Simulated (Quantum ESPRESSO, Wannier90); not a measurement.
**Tight-binding from DFT: YHO2 (P2₁/m)**

```yaml
crystal:
  lattice:
    - [4.30115, 0.00000, 0.00000]
    - [0.00000, 3.63346, 0.00000]
    - [-1.94217, 0.00000, 5.63615]
  atoms:
    - { symbol: Y, position: [0.33176, 0.75000, 0.68921] }
    - { symbol: Y, position: [0.66824, 0.25000, 0.31079] }
    - { symbol: H, position: [0.01746, 0.25000, 0.92025] }
    - { symbol: H, position: [0.98254, 0.75000, 0.07975] }
    - { symbol: O, position: [0.23380, 0.25000, 0.44889] }
    - { symbol: O, position: [0.76620, 0.75000, 0.55111] }
    - { symbol: O, position: [0.24857, 0.25000, 0.93790] }
    - { symbol: O, position: [0.75143, 0.75000, 0.06210] }
```

Cell from Materials Project (mp-626151), symmetrised, no further relaxation. Not found in the COD (Crystallography Open Database) copy used; not checked further. Level: LDA, no spin polarisation, no spin-orbit coupling; pw.x of Quantum ESPRESSO at 68 Ry with PseudoDojo potentials, 4×6×4 k-points, Wannier90. Density: 8×8×6 mesh, cold smearing 0.01 Ry.

Functional, cutoff and mesh named above are those of the base row (4×6×4); the first column says what each row takes instead. Model: 16 functions from bands 9-24, start SCDM (isolated) (the valence bands). Energies are relative to the valence-band maximum; the misfit is to pw.x on a path, for all bands of the set. Only the mesh of Bloch states changes. Ω_total can sit in another minimum from row to row; Ω_I of an isolated set cannot.

```tsv
mesh	Ω_I (Å²)	Ω_total (Å²)	rms misfit (meV)	k-points (cost)	rough cost of nscf and overlaps (first row = 1)
2×2×2	12.50	14.12	52	8	1.0
2×3×2	13.19	14.85	22	12	1.3
3×4×3	14.33	16.04	6.5	36	3.0
3×5×3	14.47	16.19	6.1	45	4
4×6×4	14.91	16.63	0.6	96	9
5×7×5	15.13	16.86	0.4	175	12
```
